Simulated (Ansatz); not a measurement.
**CoPdO2 under several functionals and dispersion corrections (calculated)**

Starting cell:

```
CELL_PARAMETERS angstrom
1.42592 0.82326 5.93145
-1.42592 0.82326 5.93145
0.00000 -1.64651 5.93145
ATOMIC_POSITIONS crystal
Co 0.50000 0.50000 0.50000
Pd 0.00000 0.00000 0.00000
O 0.11219 0.11219 0.11219
O 0.88781 0.88781 0.88781
```

Ansatz, plane waves and PAW, scalar-relativistic (no spin–orbit coupling), 10×10×10 k-mesh. Spin-polarised, with starting moments of only 0.05 μB, left from an earlier run whose moments had collapsed. In the setting of the table the starting cell (space group R-3m) has 6.156 × 6.156 × 6.156 Å, angles 26.8 / 26.8 / 26.8°. Each functional was followed to zero pressure with shape and atoms relaxed, then fitted over four more volumes within ±4 % of it.

Question: What cell, stiffness and gap does each give?

Answer: 
| functional | V0 (Å³/atom) | cell | B0 (GPa) | B′ from the pressures | gap on the mesh | largest moment in an atom's sphere (μB) | cutoff (eV) |
| --- | --- | --- | --- | --- | --- | --- | --- |
| BLYP + D3(BJ) +U (Co: 3.3 eV) | 10.53 | 6.186 × 6.186 × 6.186 Å, angles 26.7 / 26.7 / 26.7° | 198 | 4.6 | zero (metallic on this mesh) | none | 420 |
| revPBE + D3(BJ) +U (Co: 3.3 eV) | 10.33 | 6.159 × 6.159 × 6.159 Å, angles 26.6 / 26.6 / 26.6° | 203 | 4.7 | zero (metallic on this mesh) | none | 420 |
| RPBE + D4 +U (Co: 3.3 eV) | 10.36 | 6.161 × 6.161 × 6.161 Å, angles 26.6 / 26.6 / 26.6° | 198 | 4.7 | zero (metallic on this mesh) | none | 420 |
| PBE + D3(BJ)-ATM +U (Co: 3.3 eV) | 10.40 | 6.153 × 6.153 × 6.153 Å, angles 26.8 / 26.8 / 26.8° | 204 | 4.7 | zero (metallic on this mesh) | none | 420 |

The volumes span 2.0 %, from revPBE + D3(BJ) +U (Co: 3.3 eV) to BLYP + D3(BJ) +U (Co: 3.3 eV), while B0 hardly moves (198 to 204 GPa). All end without moments, so cell, stiffness and gap are those of the non-magnetic state; with so small a start a magnetic state isn't ruled out. Of 5 runs of this kind 1 is left out: 1 is in doubt (a loose fit, a gap or moment that comes and goes along the fit, no cell at zero pressure, a state that may not be the lowest or a known fault).

Caveats: a switch of the dispersion coefficients is near; filled bands differ between k-points; not tested for a lower state; state of the open shells carried from another run.

Points behind the fit for BLYP + D3(BJ) +U (Co: 3.3 eV):

```json
{"V (Å³/atom)": "10.113", "E − Emin (meV/atom)": "11.24", "P (GPa)": "8.87"}
{"V (Å³/atom)": "10.324", "E − Emin (meV/atom)": "2.71", "P (GPa)": "4.19"}
{"V (Å³/atom)": "10.535", "E − Emin (meV/atom)": "0.00", "P (GPa)": "0.01"}
{"V (Å³/atom)": "10.745", "E − Emin (meV/atom)": "2.50", "P (GPa)": "-3.75"}
{"V (Å³/atom)": "10.956", "E − Emin (meV/atom)": "9.65", "P (GPa)": "-7.09"}
```
